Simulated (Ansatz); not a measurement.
The relaxed structure here is a generated cell of Nb: the first start was made by placing the elements on the sites of a structure type, and the end was not matched to a known phase here, so it may be hypothetical. Known forms of Nb include space group No. 229.

A relaxed cell of Nb (Fm-3m (No. 225)), relaxed on a k-mesh at least as fine as the one used below. Level of theory: r2SCAN (plane waves to 500 eV, PAW, scalar-relativistic; Ansatz, a quantum-chemistry and plane-wave program). Γ-centred k-mesh 7×13×13 on the run's cell (coarser than for final values), Fermi–Dirac smearing 0.05 eV.

```yaml
crystal:
  lattice:
    - [0.00000, 4.21270, 4.21270]
    - [2.10635, 0.00000, 2.10635]
    - [2.10635, 2.10635, 0.00000]
  atoms:
    - { symbol: Nb, position: [0.00000, 0.00000, 0.00000] }
    - { symbol: Nb, position: [0.50000, 0.00000, 0.00000] }
```

The atoms are displaced along an unstable phonon of this cell by (Å):

| atom | ux | uy | uz |
|---|---|---|---|
| Nb1 | 0.043 | -0.078 | 0.121 |
| Nb2 | -0.043 | 0.078 | -0.121 |

Q: What forces (eV/Å) and pressure result?

A: 
```json
[
 {"atom": "Nb1", "Fx": "0.08", "Fy": "-0.14", "Fz": "0.25"},
 {"atom": "Nb2", "Fx": "-0.08", "Fy": "0.14", "Fz": "-0.25"}
]
```

Pressure -0.4 GPa.

The undisplaced cell is probably no minimum: from this displacement the run went on to Im-3m (No. 229), 0.33 eV/atom below it.

No spin polarisation in the result.
